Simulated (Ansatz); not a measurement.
Input, command and steps of an Ansatz relaxation.

```yaml
crystal:
  lattice:
    - [-5.34874341, 3.56582894, 1.78291447]
    - [5.34874341, 3.56582894, -1.78291447]
    - [-1.78291447, -3.56582894, -5.34874341]
  atoms:
    - { symbol: Be, position: [0.0496883326, 0.3537390829, 0.8965500007] }
    - { symbol: Be, position: [0.098130817, 0.7036146326, 0.7996487326] }
    - { symbol: Be, position: [0.1968875744, 0.3968881865, 0.6024464233] }
    - { symbol: Be, position: [0.2510281467, 0.7494828444, 0.4966890806] }
    - { symbol: Be, position: [0.5960135744, 0.1990755289, 0.803775905] }
    - { symbol: Be, position: [0.7071033516, 0.9068679334, 0.6065597242] }
    - { symbol: Be, position: [0.2990504494, 0.0977777594, 0.3990420014] }
    - { symbol: Be, position: [0.3525055155, 0.4533903591, 0.3038821516] }
    - { symbol: Be, position: [0.397020692, 0.7982769862, 0.1998904196] }
    - { symbol: Be, position: [0.7464282167, 0.2507417044, 0.4963869691] }
    - { symbol: Be, position: [0.8027552978, 0.6043041888, 0.4024672963] }
    - { symbol: Be, position: [0.8503145319, 0.9447524314, 0.2966574599] }
    - { symbol: Be, position: [0.4520776319, 0.1488085186, 0.1025174961] }
    - { symbol: Be, position: [0.9009134978, 0.3075572909, 0.2020594277] }
    - { symbol: Be, position: [0.9462244745, 0.6486422032, 0.0981009198] }
    - { symbol: Al, position: [0.5538382503, 0.849987636, 0.901994595] }
    - { symbol: Al, position: [0.1560497886, 0.0534456031, 0.7044648276] }
    - { symbol: Al, position: [0.6491260559, 0.5476899851, 0.6985262315] }
    - { symbol: Al, position: [0.0020778416, 0.998892449, 2.71706e-05] }
    - { symbol: Ca, position: [0.5022228652, 0.5004515789, 0.9917615266] }
  symmetry: { detect: false }
basis:
  ecutwfc: 420
kpoints:
  mp_grid: { grid: [3, 3, 2], shift: [0.0, 0.0, 0.5] }
hamiltonian:
  xc: pbesol
scf:
  occupations: { method: gaussian, width: 0.1 }
  lower_state_search: "off"
output:
  forces: true
  stress: true
  eigenvalues: true
relax:
  adjacent_minimum: "off"
  f_tol: 0.04
  max_steps: 50
  cell: { stress_tol: 0.3 }
```

```bash
ansatz run input.yaml --threads 4 --pin off --max-ram 9216MiB --backend cpu --events-out ev --progress --plain --runs-dir out
```

These are results of DFT PBEsol, scalar-relativistic, plane waves, PAW in Ansatz, not measurements.

Of 21 frames 10 are shown, positions in Å and forces in eV/Å; the SCF threshold varies from step to step. Steps run on the plane waves of an earlier cell, with a Pulay correction in the pressure. The basis is chosen afresh for the last frame, the zero of the energies, and at times for earlier ones too; energy and pressure step there, also at an unchanged geometry.

```xyz
20
Lattice="-5.3487 3.5658 1.7829 5.3487 3.5658 -1.7829 -1.7829 -3.5658 -5.3487" Properties=species:S:1:pos:R:3:forces:R:3 pbc="T T T" step=1 free_energy_over_end_meV_per_atom=391.62 pressure_GPa=-0.32
Be    0.0278   -1.7584   -5.3375    1.0447   -0.6235   -0.0163
Be    1.8129    0.0075   -5.3566   -0.9582   -0.2221    0.7867
Be   -0.0044   -0.0309   -3.5789    1.6664   -0.0805    1.5273
Be    1.7806    1.7965   -3.5454   -0.0264    0.0029    0.5370
Be   -3.5562   -0.0310   -3.5915   -1.6893    0.2800    1.1883
Be   -0.0130    3.5923   -3.6005    1.1579    0.1513    0.9804
Be   -1.7880   -0.0079   -1.7755   -0.7032    0.0730   -0.2073
Be   -0.0022    1.7901   -1.8053    0.5252   -0.4861   -0.4470
Be    1.7898    3.5495   -1.7846    1.1518   -0.1284   -1.1388
Be   -3.5363    1.7857   -1.7713   -0.3518    0.0382    0.2839
Be   -1.7790    3.5822   -1.7989   -0.9887   -0.0240   -0.6613
Be   -0.0238    5.3431   -1.7551    0.3899    0.5980   -1.0427
Be   -1.8049    1.7771   -0.0076   -0.6867   -0.4446   -0.7773
Be   -3.5340    3.5887   -0.0229    0.5211    0.1598   -0.7073
Be   -1.7666    5.3372    0.0058   -1.3592    0.7412   -0.5977
Al   -0.0242    1.7894   -5.3525    2.7994    0.8036   -0.4725
Al   -1.8048   -1.7650   -3.5851   -0.1986   -0.8654    1.9992
Al   -1.7880    1.7768   -3.5554   -0.7044    0.9983    2.6815
Al    5.3317    3.5692   -1.7774   -0.4905    0.5562   -1.4104
Ca   -1.7777    0.0389   -5.3015   -1.0993   -1.5279   -2.5058
20
Lattice="-5.1716 3.5035 1.7716 5.1606 3.4837 -1.7648 -1.7204 -3.4959 -5.3194" Properties=species:S:1:pos:R:3:forces:R:3 pbc="T T T" step=3 free_energy_over_end_meV_per_atom=184.76 pressure_GPa=2.48
Be    0.2024   -1.8701   -5.2347   -0.3270   -0.0773    0.0559
Be    1.5248   -0.1067   -5.2101   -0.1534   -0.1675   -0.0677
Be    0.1793   -0.0067   -3.3717    0.2768    0.0476   -0.1719
Be    1.7029    1.7592   -3.3855    0.0878    0.1101   -0.2520
Be   -3.5920    0.0971   -3.3124    0.3778    0.0443    0.4358
Be    0.1619    3.5187   -3.3140   -0.0481   -0.0094    0.1836
Be   -1.8882    0.0083   -1.8254    0.1106   -0.0542   -0.0768
Be    0.2027    1.6092   -1.9269    0.1375    0.0149    0.2777
Be    1.9319    3.4917   -1.9594   -0.4794    0.1100    0.0981
Be   -3.5340    1.7450   -1.6942    0.0901   -0.0389   -0.2741
Be   -2.0288    3.5003   -1.8506   -0.4312   -0.0481    0.1638
Be    0.1588    5.3659   -1.9094    0.2816    0.0642    0.2869
Be   -1.8742    1.6284   -0.2645    0.1316    0.1571   -0.4733
Be   -3.2591    3.5361   -0.1125    0.0499   -0.0420    0.2443
Be   -1.9067    5.3798   -0.1443    0.0993   -0.0814    0.0015
Al    0.1890    1.8087   -5.2885    0.2199    0.1447   -0.0296
Al   -1.8395   -1.8025   -3.4063   -0.1234   -0.1964    0.0914
Al   -1.8079    1.8085   -3.4058    0.0255    0.2565    0.2026
Al    5.1184    3.5292   -1.8862   -0.0648    0.0030   -0.2662
Ca   -1.7699   -0.0258   -5.4191   -0.2610   -0.2375   -0.4298
20
Lattice="-5.1990 3.4776 1.9282 5.2990 3.5737 -1.8203 -1.7052 -3.6315 -5.3934" Properties=species:S:1:pos:R:3:forces:R:3 pbc="T T T" step=5 free_energy_over_end_meV_per_atom=138.96 pressure_GPa=0.46
Be    0.0567   -2.0983   -5.2342    0.0946   -0.1285   -0.0264
Be    1.5222   -0.3579   -5.4121   -0.1491    0.0701    0.2220
Be    0.4523    0.0473   -3.4715    0.0513    0.1337   -0.0245
Be    1.8717    1.8768   -3.4298    0.1111   -0.0102    0.0360
Be   -3.5090    0.0369   -3.1857   -0.0603   -0.0590   -0.1321
Be    0.2718    3.5353   -3.2862    0.0644    0.0331   -0.0554
Be   -1.8635   -0.1518   -1.8056    0.1556   -0.0522    0.1007
Be    0.5000    1.6166   -1.8410    0.1067    0.1863   -0.0563
Be    1.9494    3.6403   -2.0000    0.1385   -0.0460    0.0531
Be   -3.5470    1.6444   -1.7780   -0.1759    0.0031   -0.0884
Be   -2.3442    3.4331   -1.7436   -0.2771   -0.1847   -0.1665
Be    0.5116    5.4605   -1.8918    0.2346    0.1430   -0.0813
Be   -1.8593    1.6395   -0.4696   -0.0356    0.0248   -0.1373
Be   -3.1880    3.5455    0.1373    0.1873    0.0078    0.0524
Be   -1.9989    5.4423    0.1991   -0.2776   -0.1661    0.1572
Al    0.4203    1.7579   -5.3670    0.1672   -0.0374   -0.0062
Al   -1.8491   -2.0183   -3.4353   -0.0110   -0.1009    0.2322
Al   -1.5955    1.7957   -3.2662   -0.0244    0.1026    0.2788
Al    5.2006    3.5322   -1.9926   -0.0634   -0.0600   -0.0420
Ca   -1.7838   -0.0611   -5.4822   -0.2373    0.1406   -0.3161
20
Lattice="-4.9087 3.6294 2.1843 5.1939 3.8260 -1.7219 -1.6576 -4.1458 -5.5842" Properties=species:S:1:pos:R:3:forces:R:3 pbc="T T T" step=8 free_energy_over_end_meV_per_atom=88.59 pressure_GPa=-0.09
Be   -0.1033   -2.6500   -5.3842   -0.4904   -0.0465    0.2654
Be    1.2097   -0.5978   -5.3556   -0.2996   -0.2466   -0.7607
Be    0.3394    0.1512   -3.3927    0.1201   -0.1590    0.2576
Be    2.1332    1.8384   -3.2784    0.0511    0.0111    0.0285
Be   -3.2593   -0.2768   -3.2382    0.0346    0.0156    0.2699
Be    0.4704    3.4513   -3.2500   -0.0544   -0.2238   -0.2657
Be   -1.5219   -0.4210   -1.9484    0.0545    0.0412   -0.3449
Be    0.6397    1.8378   -1.7469    0.0148   -0.1394   -0.0844
Be    2.1547    3.7804   -1.9096    0.1214    0.2048   -0.2258
Be   -3.4886    1.4148   -1.8324    0.1193   -0.2396    0.0392
Be   -2.4834    3.2963   -1.5958   -0.0809    0.2670    0.6548
Be    1.0360    5.9080   -1.6865    0.0234    0.1855   -0.0655
Be   -1.7243    1.6444   -0.5170    0.0304   -0.0139    0.1257
Be   -2.8545    3.7945    0.4650   -0.0946    0.0807   -0.0853
Be   -1.9768    5.6081    0.9643    0.2389    0.2236    0.2213
Al    0.6586    1.6140   -5.2732    0.1285    0.0852   -0.0606
Al   -1.6994   -2.4265   -3.4946    0.0857    0.1673   -0.0737
Al   -1.4847    1.7644   -3.0819    0.0369   -0.0960   -0.1767
Al    5.0595    3.6912   -1.9014   -0.1231   -0.1887    0.1265
Ca   -1.7549   -0.1528   -5.7374    0.0833    0.0716    0.1544
20
Lattice="-4.7627 3.6508 2.1631 5.0714 3.8724 -1.6802 -1.6797 -4.2009 -5.6654" Properties=species:S:1:pos:R:3:forces:R:3 pbc="T T T" step=10 free_energy_over_end_meV_per_atom=71.17 pressure_GPa=0.16
Be   -0.3151   -2.8076   -5.4517   -0.0312   -0.0938    0.0688
Be    1.1375   -0.5783   -5.4638    0.0575    0.0780   -0.0424
Be    0.3032    0.2004   -3.4526   -0.0267    0.0235    0.0452
Be    2.1453    1.8569   -3.2360    0.0850    0.0656   -0.0009
Be   -3.1702   -0.2669   -3.2452    0.0360   -0.0396    0.0185
Be    0.4246    3.3080   -3.3805   -0.0307   -0.0706   -0.0134
Be   -1.3827   -0.4363   -2.1253    0.0713   -0.0647    0.0201
Be    0.5496    1.7901   -1.7583    0.0113   -0.0257   -0.0102
Be    2.1771    3.8195   -2.0652    0.0532   -0.0387   -0.0329
Be   -3.5797    1.4248   -1.8916   -0.1770    0.1014    0.0040
Be   -2.4644    3.3378   -1.5434    0.0835    0.0177   -0.0573
Be    1.0817    6.0901   -1.6787   -0.0541    0.0178    0.0169
Be   -1.6801    1.7012   -0.4941    0.0129   -0.0156    0.1403
Be   -2.7384    3.8757    0.4941    0.0624   -0.0453   -0.0594
Be   -1.9276    5.6805    1.0693   -0.0540   -0.0112    0.0296
Al    0.6930    1.6627   -5.3490    0.0396    0.1037    0.0147
Al   -1.5792   -2.4463   -3.4970   -0.0119   -0.0028   -0.1169
Al   -1.5279    1.7471   -3.0854   -0.0302    0.0716   -0.1261
Al    4.7728    3.6068   -1.8210   -0.1230   -0.0169    0.1533
Ca   -1.6902   -0.1568   -5.7947    0.0261   -0.0546   -0.0516
20
Lattice="-4.7102 3.6042 2.1821 5.1133 3.9486 -1.6617 -1.7299 -4.2675 -5.6994" Properties=species:S:1:pos:R:3:forces:R:3 pbc="T T T" step=12 free_energy_over_end_meV_per_atom=52.73 pressure_GPa=-0.12
Be   -0.4352   -3.0861   -5.5323    0.0710   -0.1796    0.0801
Be    1.3153   -0.3906   -5.5727   -0.0196   -0.0257    0.0131
Be    0.3664    0.2365   -3.5399   -0.0908   -0.0295    0.0740
Be    2.2527    1.8849   -3.2114    0.0079    0.0601    0.0582
Be   -3.1138   -0.3095   -3.1562    0.0026   -0.0087    0.2019
Be    0.4415    3.2147   -3.3519    0.0315    0.1203    0.1846
Be   -1.2647   -0.6025   -2.1933    0.0980   -0.0819   -0.2820
Be    0.5298    1.6516   -1.7785    0.0710   -0.0590    0.0507
Be    2.2635    3.8818   -2.2441   -0.1095    0.2170   -0.2669
Be   -3.8538    1.5465   -1.9389   -0.0214    0.0292   -0.2483
Be   -2.3284    3.3130   -1.5461    0.0916    0.0054    0.1013
Be    1.1771    6.2366   -1.6175    0.1951   -0.1036   -0.0274
Be   -1.6909    1.7616   -0.2544    0.0870   -0.0513    0.4115
Be   -2.5361    3.8499    0.4728    0.0601    0.0323   -0.1066
Be   -1.9649    5.7126    1.1830   -0.0959    0.0765    0.1596
Al    0.6880    1.7911   -5.3070   -0.3170    0.1703    0.1421
Al   -1.6524   -2.5556   -3.5795   -0.2732   -0.1342   -0.2136
Al   -1.5828    1.6161   -3.0201   -0.0074   -0.0472    0.0631
Al    4.6126    3.5931   -1.7193    0.1766    0.0092   -0.3443
Ca   -1.5581   -0.2448   -5.8268    0.0425    0.0002   -0.0512
20
Lattice="-4.7429 3.5378 2.1598 5.2293 3.9870 -1.5991 -1.8157 -4.3045 -5.6502" Properties=species:S:1:pos:R:3:forces:R:3 pbc="T T T" step=14 free_energy_over_end_meV_per_atom=19.28 pressure_GPa=-0.06
Be   -0.4942   -3.2906   -5.4643   -0.0366    0.1103   -0.0194
Be    1.3649   -0.2687   -5.4949    0.0192   -0.0467   -0.2836
Be    0.4108    0.2403   -3.5067    0.0860   -0.2045   -0.0253
Be    2.3592    1.9227   -3.0990   -0.0102    0.1062    0.0277
Be   -3.1821   -0.3703   -3.0070    0.0273    0.0797    0.0396
Be    0.4839    3.2455   -3.0984    0.1650    0.1547    0.0064
Be   -1.1814   -0.7995   -2.4243   -0.0094   -0.1271   -0.2608
Be    0.5348    1.5069   -1.7263   -0.0436   -0.0021    0.0758
Be    2.3992    4.0587   -2.4139    0.0071    0.2692    0.0487
Be   -4.0905    1.5980   -2.0512   -0.0858   -0.0242    0.1320
Be   -2.2675    3.1986   -1.4560    0.0231   -0.0657    0.1950
Be    1.4093    6.2441   -1.5985    0.0700   -0.1969   -0.1467
Be   -1.6335    1.7759    0.1161   -0.2213   -0.1772   -0.3492
Be   -2.4068    3.8271    0.4997   -0.1503    0.0302    0.1726
Be   -2.0655    5.7594    1.2948   -0.0148   -0.0880   -0.1410
Al    0.5577    1.8788   -5.0828   -0.3010    0.0466    0.2041
Al   -1.9769   -2.7407   -3.7084    0.5270    0.0485    0.4693
Al   -1.6279    1.5104   -2.9861    0.1264   -0.1347    0.0417
Al    4.6382    3.5333   -1.8034   -0.1659    0.1171   -0.3209
Ca   -1.5146   -0.3266   -5.7861   -0.0120    0.1045    0.1340
20
Lattice="-4.5824 3.4364 2.1169 5.2240 4.1169 -1.5530 -1.9199 -4.3600 -5.6811" Properties=species:S:1:pos:R:3:forces:R:3 pbc="T T T" step=17 free_energy_over_end_meV_per_atom=1.78 pressure_GPa=0.09
Be   -0.7449   -3.2467   -5.4684   -0.0139    0.0596    0.0011
Be    1.3249   -0.2299   -5.5250   -0.0632   -0.0704   -0.0409
Be    0.5211    0.2279   -3.4023   -0.0136   -0.0341    0.0025
Be    2.3028    2.0741   -3.0331    0.0178    0.0111    0.0004
Be   -3.1757   -0.4520   -3.0991   -0.0426    0.0139   -0.0188
Be    0.6926    3.5327   -3.0362   -0.0078    0.0462    0.0066
Be   -1.1551   -0.9451   -2.6124    0.0464    0.0579    0.0319
Be    0.3457    1.7529   -1.6694   -0.0969    0.0180    0.0171
Be    2.5340    4.3082   -2.5231    0.1164   -0.0289    0.1005
Be   -4.0539    1.5640   -2.1567    0.0629   -0.0569    0.0255
Be   -2.0641    2.8621   -1.4312    0.0102    0.0263   -0.0234
Be    1.5917    6.0833   -1.6451   -0.0107   -0.0015    0.0225
Be   -1.4152    1.6699    0.1866    0.0005   -0.0359   -0.0247
Be   -2.5035    3.7953    0.4590    0.0224   -0.0573   -0.0054
Be   -1.9903    5.7306    1.2469    0.0008    0.0413   -0.0206
Al    0.5008    1.9223   -4.9676   -0.0033    0.0169    0.0162
Al   -2.0043   -2.9381   -3.5264    0.0116    0.0135   -0.0298
Al   -1.6183    1.3703   -3.1836   -0.0341   -0.0226    0.0005
Al    4.6289    3.5979   -1.9561    0.0430    0.0279   -0.0047
Ca   -1.5719   -0.3298   -5.6854   -0.0458   -0.0251   -0.0565
20
Lattice="-4.5662 3.4251 2.1126 5.2379 4.1501 -1.5475 -1.9337 -4.3793 -5.6641" Properties=species:S:1:pos:R:3:forces:R:3 pbc="T T T" step=19 free_energy_over_end_meV_per_atom=0.80 pressure_GPa=0.09
Be   -0.7581   -3.2355   -5.4477   -0.0036    0.0107   -0.0197
Be    1.3060   -0.2313   -5.5506    0.0131    0.0137   -0.0170
Be    0.5217    0.2167   -3.3890   -0.0152   -0.0083    0.0093
Be    2.2894    2.0675   -3.0279    0.0057    0.0062   -0.0083
Be   -3.1783   -0.4578   -3.0829   -0.0134   -0.0263    0.0298
Be    0.7161    3.5811   -3.0005    0.0331    0.0101   -0.0190
Be   -1.1455   -0.9547   -2.6055   -0.0031   -0.0161   -0.0065
Be    0.2997    1.7792   -1.6589   -0.0135   -0.0084    0.0195
Be    2.5676    4.2775   -2.4382   -0.0081    0.0026   -0.0053
Be   -4.0156    1.5449   -2.1542    0.0035   -0.0135    0.0235
Be   -2.0343    2.8781   -1.4347   -0.0016    0.0075   -0.0125
Be    1.6348    6.0865   -1.6373   -0.0144   -0.0063   -0.0009
Be   -1.3829    1.6614    0.1640   -0.0204    0.0061   -0.0065
Be   -2.5090    3.7892    0.4636    0.0180   -0.0176    0.0021
Be   -1.9936    5.7449    1.2270    0.0140    0.0049   -0.0020
Al    0.5277    1.9325   -4.9283    0.0074    0.0043   -0.0143
Al   -2.0188   -2.9478   -3.5254   -0.0114    0.0106    0.0070
Al   -1.6250    1.3533   -3.1758   -0.0067    0.0089    0.0070
Al    4.6925    3.6423   -1.9696    0.0143    0.0165    0.0250
Ca   -1.5869   -0.3299   -5.6706    0.0023   -0.0055   -0.0110
20
Lattice="-4.5683 3.4192 2.1158 5.2539 4.1624 -1.5455 -1.9405 -4.3900 -5.6592" Properties=species:S:1:pos:R:3:forces:R:3 pbc="T T T" step=21 free_energy_over_end_meV_per_atom=0.00 pressure_GPa=0.09
Be   -0.7557   -3.2388   -5.4450    0.0000    0.0084   -0.0009
Be    1.3114   -0.2297   -5.5546   -0.0105   -0.0040    0.0035
Be    0.5132    0.2118   -3.3807    0.0071   -0.0040   -0.0071
Be    2.3013    2.0700   -3.0266   -0.0004   -0.0149    0.0063
Be   -3.1807   -0.4712   -3.0709    0.0032   -0.0013   -0.0143
Be    0.7337    3.5877   -2.9944   -0.0115   -0.0034    0.0203
Be   -1.1458   -0.9722   -2.6026    0.0011    0.0073    0.0087
Be    0.3007    1.7814   -1.6552   -0.0061    0.0168   -0.0069
Be    2.5825    4.2790   -2.4255    0.0054   -0.0063    0.0042
Be   -4.0138    1.5354   -2.1449   -0.0100    0.0031   -0.0074
Be   -2.0420    2.8792   -1.4347    0.0013    0.0037    0.0157
Be    1.6494    6.0904   -1.6274   -0.0042    0.0071   -0.0097
Be   -1.3900    1.6661    0.1638    0.0130   -0.0038   -0.0037
Be   -2.5043    3.7840    0.4668   -0.0018    0.0023   -0.0008
Be   -1.9852    5.7445    1.2302   -0.0110    0.0067   -0.0114
Al    0.5374    1.9324   -4.9147    0.0067   -0.0055    0.0044
Al   -2.0260   -2.9617   -3.5269    0.0142    0.0003    0.0088
Al   -1.6289    1.3442   -3.1658    0.0193   -0.0041    0.0115
Al    4.7178    3.6667   -1.9672   -0.0098    0.0003   -0.0100
Ca   -1.5872   -0.3339   -5.6646   -0.0059   -0.0086   -0.0113
```

It took 35 s on 4 threads of Intel(R) Xeon(R) 6975P-C (Granite Rapids) (shared host), peak memory 0.61 GiB.

The k mesh is coarse.